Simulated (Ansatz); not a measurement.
HfO2 in space group P4_2/nmc (No. 137; Hf on 2a, O on 4d), plane-wave PAW PBE (Ansatz code). The conduction-band minimum lies at Γ, with 1 equivalent valley. Second derivatives d²E/dk² of the lowest band at one valley (eV·Å²), along Cartesian directions:

```tsv
direction	d²E/dk²
[100]	8.613
[010]	8.613
[001]	7.363
[110]	8.615
[101]	7.988
[011]	7.988
```

Problem. Find the principal effective masses, the density-of-states mass and the conductivity mass.

Solution. Off-diagonal terms follow from H_xy = H[110] − (H_xx + H_yy)/2, and m*/mₑ = 7.620 eV·Å² over each eigenvalue: 0.88, 0.88, 1.0. One valley's DOS mass (m₁m₂m₃)^(1/3) = 0.93, conductivity mass 3/(Σ 1/mᵢ) = 0.93 mₑ.

Problem. What effective density of states Nc follows at 300 K for parabolic valleys?

Solution. Nc = 2.509e19 × 1 × (0.93)^(3/2) ≈ 2.3e19 cm⁻³.

This is a known high-temperature phase of the composition, computed here at zero pressure and temperature. Symmetry was held in the PBE relaxation; its stability against distortions is not shown here. No spin polarisation was allowed. Spin–orbit coupling is left out wherever it is not named.

Potentials: the earlier of the program's two PAW sets.

Edges and masses are those of Kohn–Sham bands, whose gap is no quasiparticle gap.
